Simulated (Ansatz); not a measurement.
MoW (CsCl type), relaxed and computed with several functionals in Ansatz (plane waves, PAW).

| functional | a (Å) | B₀ by P(V) fit (GPa) |
|---|---|---|
| PBE | ___ | ___ |
| r²SCAN | 3.160 | 295 |
| PBEsol | 3.142 | 300 |

### Question
Complete the blanks.

### Answer

- PBE, a (Å): 3.172
- PBE, B₀ by P(V) fit (GPa): 280

Typed or built starts, not in the databases checked: MoW, CsCl type. All cells were relaxed under the symmetry of their starts (and spin orders); stability against distortions was not tested throughout. Rows with no word on spin ran without spin polarisation. Spin–orbit coupling is left out wherever it is not named.

Potentials: the later of the program's two PAW sets.

Ansatz (a program for electronic structure) is a plane-wave DFT program.
